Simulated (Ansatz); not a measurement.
A geometry of TiC away from equilibrium: step 2 of the relaxation of a generated cell, TiC built in the AFLOW prototype AB_cI16_199_a_a (B_a). These are r2SCAN (plane waves to 500 eV, PAW, scalar-relativistic; Ansatz, an electronic-structure program) values and carry that method's errors. Γ-centred k-mesh 9×9×9 on the run's cell, Fermi–Dirac smearing 0.05 eV. The plane waves were selected for a different cell earlier on the path.

```xyz
8
Lattice="-2.6950 2.6950 2.6950 2.6950 -2.6950 2.6950 2.6950 2.6950 -2.6950" Properties=species:S:1:pos:R:3 pbc="T T T"
C      2.5615     2.5615     2.5615
C      0.1334     2.8284    -0.1334
C      2.8284    -0.1334     0.1334
C     -0.1334     0.1334     2.8284
Ti     1.2705     1.2705     1.2705
Ti    -1.2705     1.4244     1.2705
Ti     1.4244     1.2705    -1.2705
Ti     1.2705    -1.2705     1.4244
```

Give the Cartesian forces on all atoms (eV/Å).


```csv
atom,Fx,Fy,Fz
C1,0.80,0.80,0.80
C2,-0.80,-0.80,0.80
C3,-0.80,0.80,-0.80
C4,0.80,-0.80,-0.80
Ti5,1.13,1.13,1.13
Ti6,-1.13,-1.13,1.13
Ti7,-1.13,1.13,-1.13
Ti8,1.13,-1.13,-1.13
```

The path ends in Pm-3m (No. 221) (CsCl type). No spin polarisation in the result. A magnetic state may lie lower.

The run could not lose the symmetry of its start: the end is stationary, and may be a saddle point rather than a minimum.

The end of the path is a generated cell of TiC: the first start was made by placing the elements on the sites of a structure type, and the end was not matched to a known phase here, so it may be hypothetical. Known forms of TiC include space group No. 225.
